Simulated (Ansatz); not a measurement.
Question: Name crystals whose computed values (plane-wave PAW r²SCAN (Ansatz code)) fall in these windows: B₀ by P(V) fit (GPa) 150 to 200; highest Γ mode, no LO–TO term (cm⁻¹) 430 to 580.

Answer: 

| crystal | B₀ by P(V) fit (GPa) | highest Γ mode, no LO–TO term (cm⁻¹) |
|---|---|---|
| Ti3O, P-31c (Ti on 12i, O on 2d, O on 2a) | 166 | 493 |
| Zr2N, anti-rutile | 183 | 537 |
| BaTaO3, cubic perovskite | 195 | 551 |
| Zr2AlN, P6_3/mmc (Zr on 4f, Al on 2d, N on 2a) | 150 | 513 |
| BaIrO3, cubic perovskite | 186 | 518 |
Others may fit too.

Standing as an ambient phase not checked: Ti3O, P-31c (Ti on 12i, O on 2d, O on 2a); Zr2N, anti-rutile; BaTaO3, cubic perovskite; Zr2AlN, P6_3/mmc (Zr on 4f, Al on 2d, N on 2a); BaIrO3, cubic perovskite. All cells were relaxed under the symmetry of their starts (and spin orders); stability against distortions was not tested throughout. Rows with no word on spin ran without spin polarisation. Scalar-relativistic: spin–orbit coupling is off unless named, which matters more the heavier the elements.

Potentials: the later of the program's two PAW sets.
